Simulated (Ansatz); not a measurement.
NbAs: eigenvalues along the path

```yaml
crystal:
  lattice:
    - [-1.72585, 1.72585, 5.84000]
    - [1.72585, -1.72585, 5.84000]
    - [1.72585, 1.72585, -5.84000]
  atoms:
    - { symbol: Nb, position: [0.75000, 0.75000, 0.00000] }
    - { symbol: Nb, position: [0.50000, 0.00000, 0.50000] }
    - { symbol: As, position: [0.16600, 0.16600, 0.00000] }
    - { symbol: As, position: [0.91600, 0.41600, 0.50000] }
```

Atoms are numbered in the order listed.

The cell is COD entry 1537320, as deposited and not checked against the literature; nothing was relaxed.

All numbers below come from DFT, PBE, all-electron LAPW, scalar-relativistic in Ansatz 0.2.0.

Sampling and basis: a Γ-centred 15×15×15 k mesh, Fermi–Dirac smearing of 0.08 eV, basis error target 0.5 meV/atom, no spin polarisation.

Path points, in fractions of the reciprocal vectors: Γ (0.000, 0.000, 0.000), X (0.000, 0.000, 0.500), P (0.250, 0.250, 0.250), N (0.000, 0.500, 0.000), M (0.500, 0.500, -0.500), S (0.272, 0.728, -0.272), S0 (-0.272, 0.272, 0.272). Levels in eV from the Fermi level; bands 45 to 63, counted from the lowest band of the run. The gap is zero.

```
# k(1/Å) point b45 b46 b47 b48 b49 b50 b51 b52 b53 b54 b55 b56 b57 b58 b59 b60 b61 b62 b63
0.000 Γ -13.22 -10.94 -6.20 -2.81 -2.25 -2.25 -2.02 -1.66 -1.38 -1.38 0.73 1.31 2.42 3.02 3.02 3.71 3.97 3.97 5.20
0.092 - -13.19 -10.93 -6.18 -2.89 -2.27 -2.21 -2.04 -1.74 -1.39 -1.32 0.68 1.25 2.41 2.95 3.07 3.66 3.92 4.08 5.35
0.184 - -13.10 -10.91 -6.12 -3.09 -2.34 -2.23 -2.17 -1.84 -1.35 -1.19 0.54 1.09 2.40 2.78 3.19 3.60 3.84 4.32 5.76
0.276 - -12.95 -10.87 -6.01 -3.35 -2.55 -2.44 -2.36 -1.78 -1.21 -1.04 0.36 0.83 2.44 2.56 3.34 3.60 3.78 4.63 6.31
0.368 - -12.74 -10.82 -5.85 -3.68 -2.94 -2.70 -2.50 -1.68 -1.03 -0.89 0.27 0.54 2.32 2.53 3.52 3.65 3.74 4.93 6.97
0.460 - -12.50 -10.77 -5.65 -4.05 -3.36 -2.91 -2.67 -1.62 -0.90 -0.73 0.28 0.35 2.07 2.63 3.65 3.75 3.76 5.22 7.67
0.552 - -12.23 -10.73 -5.42 -4.42 -3.75 -3.06 -2.88 -1.68 -0.83 -0.59 0.12 0.64 1.85 2.74 3.60 3.90 3.93 5.47 8.14
0.644 - -11.96 -10.70 -5.21 -4.77 -4.01 -3.17 -3.12 -1.86 -0.77 -0.57 0.16 1.03 1.71 2.85 3.52 4.04 4.14 5.68 7.85
0.736 - -11.69 -10.69 -5.14 -5.05 -4.07 -3.34 -3.26 -2.11 -0.68 -0.68 0.41 1.44 1.67 2.95 3.45 4.15 4.38 5.87 7.28
0.827 - -11.45 -10.69 -5.23 -5.19 -4.01 -3.46 -3.36 -2.37 -0.83 -0.58 0.76 1.74 1.80 3.05 3.43 4.20 4.65 6.03 6.42
0.919 - -11.25 -10.70 -5.32 -5.25 -4.09 -3.53 -3.35 -2.58 -0.93 -0.46 1.15 1.88 2.04 3.14 3.49 4.17 4.97 5.67 6.17
1.011 - -11.09 -10.73 -5.32 -5.25 -4.28 -3.79 -3.14 -2.69 -0.96 -0.38 1.55 2.07 2.19 3.20 3.56 4.04 5.13 5.35 6.24
1.103 - -10.98 -10.76 -5.24 -5.17 -4.48 -4.10 -2.97 -2.75 -0.89 -0.36 1.93 2.27 2.31 3.18 3.56 3.85 4.93 5.78 6.13
1.195 - -10.90 -10.80 -5.11 -5.03 -4.65 -4.42 -2.85 -2.77 -0.75 -0.44 2.26 2.40 2.47 2.99 3.53 3.67 5.07 5.84 6.16
1.287 X -10.85 -10.85 -4.98 -4.98 -4.66 -4.66 -2.80 -2.80 -0.58 -0.58 2.42 2.42 2.71 2.71 3.56 3.56 5.43 5.43 6.42
1.306 - -10.85 -10.85 -4.98 -4.98 -4.66 -4.66 -2.80 -2.80 -0.58 -0.58 2.43 2.43 2.71 2.71 3.56 3.56 5.43 5.43 6.42
1.326 - -10.85 -10.85 -4.98 -4.98 -4.66 -4.66 -2.80 -2.80 -0.58 -0.58 2.43 2.43 2.70 2.70 3.56 3.56 5.44 5.44 6.42
1.345 - -10.85 -10.85 -4.98 -4.98 -4.65 -4.65 -2.80 -2.80 -0.58 -0.58 2.43 2.43 2.70 2.70 3.56 3.56 5.44 5.44 6.43
1.364 - -10.85 -10.85 -4.99 -4.99 -4.65 -4.65 -2.80 -2.80 -0.58 -0.58 2.43 2.43 2.70 2.70 3.56 3.56 5.44 5.44 6.44
1.383 - -10.85 -10.85 -4.99 -4.99 -4.64 -4.64 -2.81 -2.81 -0.58 -0.58 2.43 2.43 2.69 2.69 3.56 3.56 5.44 5.44 6.46
1.402 - -10.85 -10.85 -5.00 -5.00 -4.64 -4.64 -2.81 -2.81 -0.58 -0.58 2.43 2.43 2.69 2.69 3.57 3.57 5.44 5.44 6.48
1.422 - -10.85 -10.85 -5.00 -5.00 -4.63 -4.63 -2.81 -2.81 -0.57 -0.57 2.43 2.43 2.68 2.68 3.57 3.57 5.44 5.44 6.50
1.441 - -10.85 -10.85 -5.01 -5.01 -4.62 -4.62 -2.81 -2.81 -0.57 -0.57 2.43 2.43 2.68 2.68 3.57 3.57 5.45 5.45 6.53
1.460 - -10.85 -10.85 -5.01 -5.01 -4.62 -4.62 -2.82 -2.82 -0.57 -0.57 2.43 2.43 2.67 2.67 3.57 3.57 5.45 5.45 6.55
1.479 - -10.85 -10.85 -5.01 -5.01 -4.61 -4.61 -2.82 -2.82 -0.57 -0.57 2.44 2.44 2.67 2.67 3.58 3.58 5.45 5.45 6.58
1.498 - -10.85 -10.85 -5.02 -5.02 -4.61 -4.61 -2.82 -2.82 -0.57 -0.57 2.44 2.44 2.66 2.66 3.58 3.58 5.45 5.45 6.60
1.518 - -10.85 -10.85 -5.02 -5.02 -4.61 -4.61 -2.82 -2.82 -0.57 -0.57 2.44 2.44 2.66 2.66 3.58 3.58 5.45 5.45 6.62
1.537 - -10.85 -10.85 -5.02 -5.02 -4.60 -4.60 -2.83 -2.83 -0.56 -0.56 2.44 2.44 2.66 2.66 3.58 3.58 5.45 5.45 6.63
1.556 P -10.85 -10.85 -5.02 -5.02 -4.60 -4.60 -2.83 -2.83 -0.56 -0.56 2.44 2.44 2.66 2.66 3.58 3.58 5.45 5.45 6.64
1.621 - -10.88 -10.82 -5.07 -5.03 -4.59 -4.53 -2.83 -2.82 -0.64 -0.51 2.36 2.43 2.58 2.75 3.53 3.67 5.27 5.67 6.52
1.686 - -10.91 -10.81 -5.15 -5.09 -4.53 -4.39 -2.83 -2.81 -0.74 -0.48 2.17 2.42 2.53 2.81 3.49 3.76 5.14 5.84 6.29
1.751 - -10.94 -10.80 -5.23 -5.17 -4.45 -4.21 -2.82 -2.79 -0.83 -0.50 1.94 2.40 2.48 2.83 3.47 3.82 5.09 5.91 6.02
1.816 - -10.98 -10.80 -5.29 -5.26 -4.36 -4.02 -2.81 -2.76 -0.90 -0.54 1.71 2.37 2.43 2.83 3.44 3.81 5.09 5.72 5.99
1.881 - -11.02 -10.81 -5.38 -5.32 -4.27 -3.83 -2.79 -2.70 -0.95 -0.62 1.48 2.35 2.39 2.81 3.42 3.72 4.96 5.69 5.99
1.946 - -11.06 -10.82 -5.50 -5.34 -4.18 -3.65 -2.76 -2.62 -0.96 -0.72 1.27 2.32 2.34 2.79 3.39 3.59 4.71 5.82 6.03
2.011 - -11.10 -10.84 -5.63 -5.35 -4.09 -3.48 -2.69 -2.53 -0.95 -0.82 1.08 2.22 2.32 2.78 3.34 3.47 4.48 5.86 6.25
2.076 - -11.13 -10.87 -5.75 -5.36 -4.01 -3.33 -2.59 -2.45 -0.99 -0.84 0.92 2.04 2.29 2.78 3.26 3.38 4.32 5.85 6.54
2.141 - -11.17 -10.89 -5.87 -5.37 -3.92 -3.20 -2.45 -2.37 -1.09 -0.77 0.81 1.79 2.26 2.79 3.12 3.33 4.28 5.86 6.82
2.206 - -11.19 -10.92 -5.98 -5.39 -3.81 -3.10 -2.35 -2.26 -1.18 -0.68 0.75 1.51 2.23 2.79 2.93 3.32 4.34 5.88 7.03
2.271 - -11.22 -10.94 -6.07 -5.41 -3.69 -3.04 -2.30 -2.11 -1.27 -0.57 0.69 1.25 2.20 2.69 2.81 3.33 4.47 5.93 7.11
2.336 - -11.23 -10.96 -6.13 -5.43 -3.55 -3.05 -2.25 -1.98 -1.33 -0.43 0.54 1.14 2.18 2.50 2.81 3.34 4.63 6.00 7.05
2.401 - -11.24 -10.97 -6.18 -5.45 -3.42 -3.10 -2.21 -1.90 -1.38 -0.24 0.28 1.15 2.16 2.35 2.80 3.35 4.76 6.07 6.93
2.466 N -11.25 -10.97 -6.19 -5.45 -3.34 -3.15 -2.19 -1.87 -1.40 -0.05 0.06 1.17 2.15 2.30 2.80 3.36 4.81 6.10 6.87
2.534 - -11.31 -10.95 -6.15 -5.44 -3.36 -3.14 -2.18 -1.86 -1.40 -0.06 0.06 1.17 2.08 2.31 2.76 3.44 4.77 6.12 6.87
2.602 - -11.44 -10.91 -6.03 -5.39 -3.41 -3.10 -2.15 -1.84 -1.39 -0.09 0.07 1.16 1.93 2.34 2.68 3.63 4.67 6.15 6.88
2.670 - -11.62 -10.88 -5.88 -5.30 -3.48 -3.05 -2.11 -1.80 -1.40 -0.14 0.08 1.14 1.74 2.35 2.62 3.86 4.54 6.16 6.89
2.737 - -11.82 -10.87 -5.75 -5.12 -3.54 -2.98 -2.04 -1.76 -1.43 -0.19 0.11 1.11 1.57 2.31 2.64 4.09 4.39 6.13 6.89
2.805 - -12.04 -10.86 -5.69 -4.85 -3.58 -2.90 -1.96 -1.72 -1.49 -0.28 0.14 1.07 1.45 2.27 2.70 4.25 4.28 6.03 6.86
2.873 - -12.25 -10.87 -5.69 -4.52 -3.56 -2.80 -1.87 -1.69 -1.55 -0.41 0.19 1.02 1.41 2.28 2.77 4.10 4.40 5.86 6.79
2.941 - -12.45 -10.88 -5.73 -4.15 -3.48 -2.71 -1.77 -1.71 -1.60 -0.57 0.26 0.98 1.45 2.36 2.83 3.96 4.45 5.63 6.70
3.009 - -12.64 -10.89 -5.81 -3.80 -3.32 -2.61 -1.78 -1.66 -1.63 -0.74 0.33 0.96 1.57 2.49 2.88 3.81 4.42 5.35 6.59
3.076 - -12.81 -10.90 -5.90 -3.52 -3.07 -2.52 -1.85 -1.67 -1.56 -0.91 0.41 0.98 1.74 2.65 2.93 3.65 4.33 5.03 6.41
3.144 - -12.95 -10.92 -6.00 -3.30 -2.76 -2.43 -1.93 -1.72 -1.48 -1.05 0.48 1.03 1.97 2.75 3.05 3.48 4.22 4.72 6.15
3.212 - -13.07 -10.93 -6.08 -3.12 -2.46 -2.36 -2.00 -1.76 -1.43 -1.18 0.56 1.12 2.19 2.79 3.27 3.31 4.10 4.43 5.83
3.280 - -13.15 -10.94 -6.15 -2.97 -2.30 -2.26 -2.04 -1.76 -1.39 -1.27 0.64 1.21 2.35 2.85 3.16 3.49 4.01 4.19 5.52
3.348 - -13.20 -10.94 -6.19 -2.85 -2.26 -2.23 -2.03 -1.70 -1.38 -1.35 0.71 1.28 2.41 2.96 3.06 3.66 3.97 4.03 5.29
3.415 Γ -13.22 -10.94 -6.20 -2.81 -2.25 -2.25 -2.02 -1.66 -1.38 -1.38 0.73 1.31 2.42 3.02 3.02 3.71 3.97 3.97 5.20
3.454 - -13.22 -10.96 -6.18 -2.81 -2.26 -2.26 -2.03 -1.67 -1.36 -1.36 0.73 1.31 2.43 3.00 3.00 3.67 3.99 3.99 5.25
3.492 - -13.20 -10.99 -6.13 -2.83 -2.28 -2.28 -2.05 -1.68 -1.32 -1.32 0.74 1.30 2.47 2.94 2.94 3.56 4.04 4.04 5.40
3.531 - -13.17 -11.04 -6.05 -2.85 -2.32 -2.32 -2.08 -1.71 -1.27 -1.27 0.75 1.29 2.54 2.86 2.86 3.41 4.11 4.11 5.61
3.569 - -13.14 -11.12 -5.95 -2.89 -2.37 -2.37 -2.12 -1.76 -1.19 -1.19 0.76 1.28 2.62 2.76 2.76 3.27 4.19 4.19 5.83
3.607 - -13.09 -11.21 -5.81 -2.93 -2.41 -2.41 -2.17 -1.82 -1.11 -1.11 0.77 1.26 2.65 2.65 2.72 3.15 4.28 4.28 6.00
3.646 - -13.04 -11.31 -5.65 -2.98 -2.46 -2.46 -2.22 -1.89 -1.02 -1.02 0.79 1.24 2.53 2.53 2.83 3.05 4.37 4.37 6.03
3.684 - -12.97 -11.42 -5.48 -3.03 -2.51 -2.51 -2.28 -1.99 -0.93 -0.93 0.81 1.22 2.42 2.42 2.94 2.99 4.46 4.46 6.08
3.723 - -12.90 -11.54 -5.28 -3.10 -2.55 -2.55 -2.33 -2.09 -0.84 -0.84 0.83 1.19 2.31 2.31 2.96 3.04 4.54 4.54 6.13
3.761 - -12.81 -11.66 -5.08 -3.19 -2.59 -2.59 -2.38 -2.20 -0.75 -0.75 0.86 1.16 2.21 2.21 2.96 3.12 4.62 4.62 6.19
3.800 - -12.72 -11.79 -4.86 -3.30 -2.62 -2.62 -2.43 -2.30 -0.67 -0.67 0.88 1.13 2.11 2.11 2.98 3.18 4.69 4.69 6.26
3.838 - -12.62 -11.92 -4.64 -3.43 -2.64 -2.64 -2.46 -2.38 -0.61 -0.61 0.91 1.10 2.03 2.03 3.02 3.22 4.74 4.74 6.35
3.876 - -12.52 -12.04 -4.42 -3.59 -2.66 -2.66 -2.49 -2.45 -0.56 -0.56 0.94 1.07 1.98 1.98 3.07 3.23 4.78 4.78 6.44
3.915 - -12.41 -12.17 -4.20 -3.78 -2.67 -2.67 -2.50 -2.48 -0.52 -0.52 0.97 1.04 1.94 1.94 3.13 3.22 4.81 4.81 6.53
3.953 M -12.29 -12.29 -3.98 -3.98 -2.68 -2.68 -2.50 -2.50 -0.51 -0.51 1.01 1.01 1.93 1.93 3.18 3.18 4.81 4.81 6.60
4.013 - -12.28 -12.28 -3.99 -3.98 -2.76 -2.67 -2.53 -2.41 -0.59 -0.50 0.97 1.09 1.90 1.93 3.18 3.19 4.73 4.85 6.61
4.072 - -12.25 -12.24 -4.03 -3.96 -2.89 -2.66 -2.61 -2.26 -0.77 -0.46 0.87 1.31 1.81 1.95 3.15 3.21 4.53 4.96 6.62
4.131 - -12.21 -12.19 -4.10 -3.95 -3.03 -2.71 -2.64 -2.11 -1.01 -0.40 0.73 1.58 1.70 1.99 3.09 3.23 4.31 5.11 6.62
4.191 - -12.15 -12.11 -4.20 -3.97 -3.17 -2.78 -2.62 -1.97 -1.25 -0.29 0.56 1.55 1.77 2.15 2.97 3.25 4.13 5.28 6.60
4.250 - -12.08 -12.02 -4.33 -4.06 -3.27 -2.81 -2.60 -1.83 -1.49 -0.15 0.39 1.40 1.83 2.47 2.79 3.26 4.00 5.44 6.53
4.309 - -11.99 -11.91 -4.47 -4.26 -3.29 -2.82 -2.58 -1.70 -1.70 0.02 0.21 1.25 1.83 2.60 2.84 3.24 3.90 5.56 6.43
4.369 - -11.89 -11.79 -4.63 -4.53 -3.23 -2.80 -2.59 -1.88 -1.59 0.06 0.22 1.11 1.82 2.41 3.20 3.24 3.81 5.63 6.32
4.428 - -11.78 -11.67 -4.88 -4.74 -3.13 -2.79 -2.62 -2.01 -1.50 -0.07 0.43 0.99 1.80 2.27 3.13 3.64 3.73 5.62 6.22
4.487 - -11.67 -11.54 -5.19 -4.88 -3.02 -2.78 -2.70 -2.09 -1.44 -0.16 0.59 0.95 1.76 2.20 3.04 3.65 4.05 5.56 6.14
4.547 - -11.55 -11.42 -5.49 -5.00 -2.94 -2.80 -2.73 -2.13 -1.40 -0.22 0.60 1.10 1.72 2.20 2.93 3.57 4.45 5.45 6.10
4.606 - -11.43 -11.32 -5.76 -5.11 -2.96 -2.90 -2.60 -2.15 -1.39 -0.24 0.51 1.34 1.66 2.26 2.81 3.48 4.83 5.33 6.09
4.665 - -11.31 -11.23 -5.98 -5.19 -3.04 -2.99 -2.44 -2.17 -1.41 -0.24 0.41 1.60 1.60 2.37 2.72 3.39 5.02 5.35 6.13
4.725 - -11.20 -11.19 -6.15 -5.25 -3.14 -3.06 -2.26 -2.17 -1.43 -0.20 0.31 1.53 1.84 2.46 2.68 3.31 4.91 5.66 6.20
4.784 S -11.19 -11.09 -6.25 -5.29 -3.26 -3.12 -2.18 -2.09 -1.45 -0.15 0.19 1.45 2.03 2.45 2.75 3.30 4.75 5.97 6.32
4.824 - -11.19 -11.07 -6.26 -5.30 -3.29 -3.12 -2.18 -2.05 -1.45 -0.13 0.16 1.42 2.05 2.43 2.76 3.31 4.73 6.03 6.37
4.864 - -11.21 -11.04 -6.25 -5.32 -3.31 -3.13 -2.18 -2.00 -1.45 -0.10 0.12 1.38 2.08 2.41 2.77 3.33 4.73 6.06 6.46
4.904 - -11.22 -11.02 -6.24 -5.35 -3.32 -3.14 -2.18 -1.96 -1.45 -0.06 0.08 1.33 2.10 2.38 2.78 3.34 4.75 6.09 6.59
4.944 - -11.23 -11.00 -6.22 -5.39 -3.33 -3.14 -2.19 -1.92 -1.43 -0.02 0.03 1.27 2.12 2.35 2.79 3.35 4.77 6.10 6.73
4.984 - -11.24 -10.99 -6.21 -5.42 -3.34 -3.14 -2.19 -1.89 -1.42 -0.01 0.02 1.22 2.13 2.32 2.79 3.35 4.79 6.10 6.83
5.024 - -11.25 -10.98 -6.19 -5.44 -3.34 -3.15 -2.19 -1.88 -1.40 -0.04 0.05 1.19 2.14 2.30 2.80 3.36 4.81 6.10 6.86
5.064 - -11.25 -10.97 -6.19 -5.45 -3.34 -3.15 -2.19 -1.87 -1.40 -0.05 0.06 1.17 2.15 2.30 2.80 3.36 4.81 6.10 6.87
5.105 - -11.25 -10.98 -6.19 -5.44 -3.34 -3.15 -2.19 -1.88 -1.40 -0.04 0.05 1.19 2.14 2.30 2.80 3.36 4.81 6.10 6.86
5.145 - -11.24 -10.99 -6.21 -5.42 -3.34 -3.14 -2.19 -1.89 -1.42 -0.01 0.02 1.22 2.13 2.32 2.79 3.35 4.79 6.10 6.83
5.185 - -11.23 -11.00 -6.22 -5.39 -3.33 -3.14 -2.19 -1.92 -1.43 -0.02 0.03 1.27 2.12 2.35 2.79 3.35 4.77 6.10 6.73
5.225 - -11.22 -11.02 -6.24 -5.35 -3.32 -3.14 -2.18 -1.96 -1.45 -0.06 0.08 1.33 2.10 2.38 2.78 3.34 4.75 6.09 6.59
5.265 - -11.21 -11.04 -6.25 -5.32 -3.31 -3.13 -2.18 -2.00 -1.45 -0.10 0.12 1.38 2.08 2.41 2.77 3.33 4.73 6.06 6.46
5.305 - -11.19 -11.07 -6.26 -5.30 -3.29 -3.12 -2.18 -2.05 -1.45 -0.13 0.16 1.42 2.05 2.43 2.76 3.31 4.73 6.03 6.37
5.345 S0 -11.19 -11.09 -6.25 -5.29 -3.26 -3.12 -2.18 -2.09 -1.45 -0.15 0.19 1.45 2.03 2.45 2.75 3.30 4.75 5.97 6.32
5.416 - -11.24 -10.98 -6.28 -5.29 -3.42 -3.15 -2.17 -1.89 -1.46 -0.07 0.05 1.35 2.13 2.39 2.80 3.43 4.58 6.30 6.52
5.486 - -11.35 -10.89 -6.22 -5.26 -3.58 -3.16 -2.14 -1.75 -1.44 -0.10 0.01 1.25 2.09 2.35 2.78 3.67 4.44 6.52 6.55
5.557 - -11.52 -10.83 -6.10 -5.19 -3.71 -3.13 -2.10 -1.66 -1.37 -0.25 0.08 1.15 1.92 2.37 2.70 3.95 4.32 6.49 6.62
5.628 - -11.72 -10.78 -5.96 -5.05 -3.81 -3.08 -2.04 -1.61 -1.32 -0.37 0.14 1.06 1.73 2.41 2.59 4.21 4.24 6.53 6.58
5.698 - -11.94 -10.76 -5.85 -4.83 -3.85 -3.00 -1.96 -1.57 -1.32 -0.47 0.19 0.98 1.56 2.41 2.55 4.17 4.41 6.41 6.63
5.769 - -12.17 -10.76 -5.81 -4.54 -3.82 -2.90 -1.87 -1.55 -1.38 -0.56 0.23 0.92 1.45 2.36 2.61 4.11 4.55 6.16 6.74
5.840 - -12.39 -10.77 -5.83 -4.19 -3.72 -2.79 -1.78 -1.55 -1.48 -0.66 0.26 0.89 1.43 2.38 2.68 4.03 4.62 5.84 6.78
5.910 - -12.59 -10.80 -5.88 -3.85 -3.52 -2.67 -1.68 -1.62 -1.56 -0.79 0.31 0.89 1.51 2.48 2.74 3.93 4.60 5.49 6.69
5.981 - -12.77 -10.83 -5.96 -3.57 -3.22 -2.56 -1.73 -1.62 -1.59 -0.92 0.36 0.93 1.67 2.64 2.80 3.78 4.51 5.13 6.47
6.052 - -12.93 -10.86 -6.03 -3.35 -2.85 -2.45 -1.85 -1.69 -1.51 -1.06 0.44 1.00 1.89 2.77 2.92 3.60 4.37 4.78 6.16
6.122 - -13.06 -10.90 -6.10 -3.16 -2.51 -2.36 -1.95 -1.75 -1.45 -1.17 0.53 1.09 2.13 2.80 3.18 3.40 4.21 4.46 5.83
6.193 - -13.15 -10.92 -6.16 -2.99 -2.30 -2.27 -2.03 -1.77 -1.41 -1.27 0.63 1.20 2.32 2.85 3.21 3.45 4.06 4.20 5.52
6.264 - -13.20 -10.94 -6.19 -2.86 -2.26 -2.23 -2.03 -1.71 -1.39 -1.34 0.70 1.28 2.40 2.96 3.07 3.66 3.97 4.03 5.29
6.335 Γ -13.22 -10.94 -6.20 -2.81 -2.25 -2.25 -2.02 -1.66 -1.38 -1.38 0.73 1.31 2.42 3.02 3.02 3.71 3.97 3.97 5.20
```
